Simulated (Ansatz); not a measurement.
The start is a generated cell, WC built in the CsCl structure type. A full variable-cell relaxation at zero pressure is run with PBEsol (plane waves to 420 eV, PAW, scalar-relativistic; Ansatz, a program for electronic structure). The first steps use a coarse 8×8×8 k-mesh.

Input geometry:
```
CELL_PARAMETERS angstrom
      2.92148     0.00000     0.00000
      0.00000     2.92148     0.00000
      0.00000     0.00000     2.92148
ATOMIC_POSITIONS crystal
  W  0.00000 0.00000 0.00000
  C  0.50000 0.50000 0.50000
```

- Outcome: The space group stays Pm-3m (No. 221) (the run could not lower it); the end is CsCl type, with 2 atoms in the primitive cell
- Energy released: 0.53 to 0.54 eV/atom (the two k-meshes of the run give this range)
- Shortest distances (start → end): The closest pairs of elements (up to four, under 3.6 Å), start → end: C–W 2.53 → 2.34 Å; W–W 2.92 → 2.70 Å; C–C 2.92 → 2.70 Å
- Band gap at the end: no gap (metallic)
- Optimiser moves: 10

Final structure:

Space group Pm-3m (No. 221); a = 2.7031 Å, b = 2.7031 Å, c = 2.7031 Å, α = 90.00°, β = 90.00°, γ = 90.00°

```csv
atom,site,symmetry,x,y,z
W,1a,m-3m,0.0000,0.0000,0.0000
C,1b,m-3m,0.5000,0.5000,0.5000
```

Final values are on a 17×17×17 k-mesh of the relaxed cell. No spin polarisation in the result.

The run could not lose the symmetry of its start, so the end can be a saddle point.

All atoms sit on sites fixed by symmetry, so only the cell could relax.

The relaxed structure here is a generated cell of WC: the first start was made by placing the elements on the sites of a structure type, and the end was not matched to a known phase here, so it may be hypothetical. Known forms of WC include space group No. 187.
